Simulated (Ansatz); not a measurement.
A distorted cell of ScCu (CsCl type):

```xyz
4
Lattice="6.3319 0.0000 0.0000 3.1660 3.1660 0.0000 3.1660 0.0000 3.1660" Properties=species:S:1:pos:R:3 pbc="T T T"
Sc     7.9149     1.5830     1.5830
Sc     4.7489     1.5830     1.5830
Cu     0.0000     0.0000     0.0500
Cu     3.1660     0.0000    -0.0500
```

The numbers are results of LDA (plane waves to 420 eV, PAW, scalar-relativistic; Ansatz, an electronic-structure program), not measurements. k mesh 15×15×15 (Γ-centred), Fermi-Dirac smearing 0.05 eV. Compression counts positive. With partly filled bands, energies and forces of such displacements shift with the k mesh and the smearing. ScCu is run without spin polarisation. ScCu was relaxed with its symmetry unable to fall. The relaxed volume of ScCu is well below the measured one.

Q: Predict the force on every atom, in eV/Å.

A: 
```json
[
 {"atom": "Sc1", "Fx": "0.000", "Fy": "0.000", "Fz": "0.000"},
 {"atom": "Sc2", "Fx": "0.000", "Fy": "0.000", "Fz": "0.000"},
 {"atom": "Cu3", "Fx": "0.000", "Fy": "0.000", "Fz": "-0.077"},
 {"atom": "Cu4", "Fx": "0.000", "Fy": "0.000", "Fz": "0.077"}
]
```

(A displaced cell: forces are minus the slopes of the energy, force constants its curvatures, and phonons follow from these.)
